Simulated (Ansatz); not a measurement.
Space group P4_32_12 (No. 96). a = 4.941 Å, b = 4.941 Å, c = 6.860 Å, α = 90.00°, β = 90.00°, γ = 90.00°
```tsv
atom	site	symmetry	x	y	z
Si	4a	..2	0.8049	0.8049	0.5000
O	8b	1	0.2629	0.3858	0.8162
```

Equation of state of this SiO$_{2}$ structure (not necessarily the ground state), with shape and atoms relaxed at each volume where symmetry leaves them free. Level of theory: Ansatz 0.2.0, DFT LDA, scalar-relativistic, plane waves, PAW.

Settings: cutoff 420 eV, Γ-centred mesh 6×6×4 on the computed 12-atom cell, Gaussian smearing of 0.02 eV; no spin polarisation.

```csv
V (Å³/atom),E − E(largest V) (meV/atom),P (GPa),gap on mesh (eV)
13.116,0.72,0.85,5.66
13.534,-0.85,0.41,5.61
13.953,-1.45,0.01,5.56
14.371,-1.09,-0.32,5.51
14.790,0.00,-0.58,5.46
```

Question: Fit a third-order Birch–Murnaghan equation to E(V).

Answer: V0 = 14.00 Å³/atom, B0 = 11 GPa, B0' = 3.4.

This form isn't the usual stable structure of the compound.

Cost: 5 runs of about 31 core-minutes in all, on AMD EPYC (Zen 3) (shared hosts).